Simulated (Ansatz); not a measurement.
Na$_{2}$H$_{6}$PtO$_{6}$:
```
CELL_PARAMETERS angstrom
      5.69189     0.00000     0.00000
     -2.84594     4.92932     0.00000
      0.00000     0.00000    34.00000
ATOMIC_POSITIONS crystal
  Na 0.33333 0.66667 0.48925
  H  0.83883 0.67612 0.44602
  H  0.83729 0.16117 0.44602
  H  0.32388 0.16271 0.44602
  Pt 0.00000 0.00000 0.50000
  O  0.96755 0.69593 0.46601
  O  0.72838 0.03245 0.46601
  O  0.30407 0.27162 0.46601
  Na 0.66667 0.33333 0.51075
  H  0.16117 0.32388 0.55398
  H  0.16271 0.83883 0.55398
  H  0.67612 0.83729 0.55398
  O  0.03245 0.30407 0.53399
  O  0.27162 0.96755 0.53399
  O  0.69593 0.72838 0.53399
```
The layer is periodic in x and y and isolated along z.

Relaxed with r²SCAN+D4.

Problem. Tabulate the total density of states from the program Ansatz at the r²SCAN+D4 level (PAW).

Solution. States/eV per cell of 15 atoms, means over 0.25 eV bins, energy of the bin centre from the valence-band maximum.

| E (eV) | total |
|---|---|
| -7.25 | 0.00 |
| -7.00 | 19.69 |
| -6.75 | 4.31 |
| -6.50 | 0.00 |
| -6.25 | 2.83 |
| -6.00 | 13.17 |
| -5.75 | 0.00 |
| -5.50 | 7.84 |
| -5.25 | 0.16 |
| -5.00 | 8.92 |
| -4.75 | 9.70 |
| -4.50 | 5.38 |
| -4.25 | 0.00 |
| -4.00 | 0.00 |
| -3.75 | 0.00 |
| -3.50 | 0.00 |
| -3.25 | 0.00 |
| -3.00 | 8.00 |
| -2.75 | 14.03 |
| -2.50 | 18.97 |
| -2.25 | 7.00 |
| -2.00 | 4.88 |
| -1.75 | 7.97 |
| -1.50 | 9.00 |
| -1.25 | 2.15 |
| -1.00 | 0.00 |
| -0.75 | 0.00 |
| -0.50 | 0.00 |
| -0.25 | 7.95 |
| 0.00 | 16.05 |
| 0.25 | 0.00 |
| 0.50 | 0.00 |
| 0.75 | 0.00 |
| 1.00 | 0.00 |
| 1.25 | 0.00 |
| 1.50 | 0.00 |
| 1.75 | 0.00 |
| 2.00 | 0.00 |
| 2.25 | 0.00 |
| 2.50 | 0.00 |
| 2.75 | 0.00 |
| 3.00 | 0.00 |
| 3.25 | 0.00 |
| 3.50 | 0.64 |
| 3.75 | 9.17 |
| 4.00 | 6.19 |
| 4.25 | 0.65 |
| 4.50 | 0.86 |
| 4.75 | 1.29 |
| 5.00 | 2.01 |

Space group P-3. The layer was cut from a bulk entry of the Materials Project (measured or hypothetical); whether that bulk phase is the ambient one, and whether the layer has been isolated, was not checked. The r²SCAN+D4 relaxation kept the symmetry of its start; whether a distortion lowers the energy is not shown. No spin polarisation was allowed. Spin–orbit coupling is left out wherever it is not named.

Potentials: the later of the program's two PAW sets.
